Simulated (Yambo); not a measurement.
A G0W0@PBEsol run in Yambo for MgO (rock salt, space group Fm-3m, No. 225) under isotropic strain of -3 % on all lattice vectors (6×6×6 Γ-centred k mesh, bands 2 to 71 and a 14 Ry block in the screening, 71 bands in G with the Bruneval-Gonze terminator, plasmon pole fitted at 27.2 eV) gives these matrix elements, in eV, at the band edges (Γ → Γ):

```json
[
 {"state": "valence edge", "E0": "0.000", "<Vxc>": "-20.152", "<Σx>": "-25.815", "<Σc(E0)>": "3.636", "Z": "0.810"},
 {"state": "conduction edge", "E0": "5.599", "<Vxc>": "-14.303", "<Σx>": "-9.369", "<Σc(E0)>": "-3.630", "Z": "0.853"}
]
```

Question: Solve the linearised quasiparticle equation for both states, give the gap, and say how exchange and correlation each act on it.

Answer: E = E0 + Z(Σx + Σc − Vxc). Valence: 0.000 + 0.810 × (-25.815 + (3.636) − (-20.152)) = -1.64 eV. Conduction: 5.599 + 0.853 × (-9.369 + (-3.630) − (-14.303)) = 6.71 eV. The gap is 8.35 eV, against 5.60 eV in PBEsol. Replacing Vxc by bare exchange alone would open it by 10.60 eV; correlation takes back 7.27 eV of that, and Z scales what is left. Convergence of the G0W0 settings was not tested. 

Geometry strained from the cell relaxed with PBEsol, atoms relaxed again; primitive cell a = b = c = 2.8896 Å, α = β = γ = 60.00°.
